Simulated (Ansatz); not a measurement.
Nb2O5:
```yaml
crystal:
  lattice:
    - [3.82213, 0.00000, 0.00000]
    - [0.00000, 12.91801, 0.00000]
    - [0.00000, 0.00000, 3.97911]
  atoms:
    - { symbol: Nb, position: [0.00000, 0.14631, 0.93000] }
    - { symbol: Nb, position: [0.00000, 0.85369, 0.93000] }
    - { symbol: Nb, position: [0.50000, 0.35369, 0.07000] }
    - { symbol: Nb, position: [0.50000, 0.64631, 0.07000] }
    - { symbol: O, position: [0.00000, 0.00000, 0.98674] }
    - { symbol: O, position: [0.50000, 0.50000, 0.01326] }
    - { symbol: O, position: [0.00000, 0.14896, 0.48434] }
    - { symbol: O, position: [0.00000, 0.85104, 0.48434] }
    - { symbol: O, position: [0.50000, 0.35104, 0.51566] }
    - { symbol: O, position: [0.50000, 0.64896, 0.51566] }
    - { symbol: O, position: [0.50000, 0.18474, 0.99406] }
    - { symbol: O, position: [0.50000, 0.81526, 0.99406] }
    - { symbol: O, position: [0.00000, 0.31526, 0.00594] }
    - { symbol: O, position: [0.00000, 0.68474, 0.00594] }
```

r²SCAN in the plane-wave PAW code Ansatz gives a gap of 2.77 eV without spin–orbit coupling, maximum on the Z–U line, 95 % of the way from Z, minimum at Γ.

### Question
What happens when spin–orbit coupling is switched on?

### Answer
The gap stays essentially unchanged, to 2.77 eV; maximum on the Z–U line, 95 % of the way from Z, minimum at Γ.

### Question
Give the electron effective mass with spin–orbit coupling.

### Answer
0.51, 0.52, 1.9 mₑ (principal values).

### Question
Give the hole effective mass with spin–orbit coupling.

### Answer
1.1, 2.6, 11 mₑ (principal values).

Space group Pmmn. The start of the workflow was typed in or built on a structure type; neither database checked (COD, Materials Project) lists it. COD files the formula under space group No. 3, 15, 139. Whether it is the stable phase at ambient conditions was not checked. The r²SCAN relaxation kept the symmetry of its start; whether a distortion lowers the energy is not shown. The workflow began spin-polarised and lost its moments.

Potentials: the earlier of the program's two PAW sets.
